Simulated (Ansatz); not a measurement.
Trial structure of Sr₇La, not yet relaxed:

```
CELL_PARAMETERS angstrom
0.00000 4.85819 4.85819
4.85819 0.00000 4.85819
4.85819 4.85819 0.00000
ATOMIC_POSITIONS crystal
Sr 0.50000 0.50000 0.50000
Sr 0.50000 0.00000 0.00000
Sr 0.50000 0.00000 0.50000
Sr 0.00000 0.50000 0.50000
Sr 0.00000 0.50000 0.00000
Sr 0.50000 0.50000 0.00000
Sr 0.00000 0.00000 0.50000
La 0.00000 0.00000 0.00000
```

The calculation used DFT PBE, scalar-relativistic, plane waves, PAW (Ansatz 0.2.0). Cutoff 420 eV; k points 4×4×4 on the computed 8-atom cell (Γ-centred); Gaussian smearing, width 0.10 eV; no spin polarisation.

Formation energies are uncorrected and refer to the elements' standard structures at the same level.

Q: What does a single point on this coarse mesh give?

A: The pressure is 18.6 GPa (it wants to expand), the largest force is 0.00 eV/Å (symmetry fixes the atoms), and the energy is +1.01 eV/atom against the elements. The shortest distance is 3.44 Å.

Q: How much does it gain on relaxing, and where does it end?

A: Relaxing gains about 0.92 eV/atom (the start's value is from the coarse mesh, so the gain is rough) in 11 ionic steps and ends at +0.09 eV/atom on the finer mesh. The symmetry stays Fm-3m (No. 225). The volume per atom grows by 81.8 %, from 28.7 to 52.1 Å³. The shortest distance goes from 3.44 Å (Sr–La and Sr–Sr) to 4.19 Å (Sr–La and Sr–Sr). Conventional cell: a = 11.858 Å. Sr on a site of symmetry m-3m is surrounded by 12 Sr at 4.19 Å; Sr on a site of symmetry mmm is surrounded by 10 Sr at 4.19 Å and 2 La at 4.19 Å; La has 12 Sr at 4.19 Å.

The last run used a 6×6×6 mesh for its 8-atom cell and Gaussian smearing of 0.10 eV. The cell is a metal run without spin; a magnetic state may lie lower. The relaxation can't lower the symmetry of the start. A structure relaxed within its symmetry needn't be a true minimum.
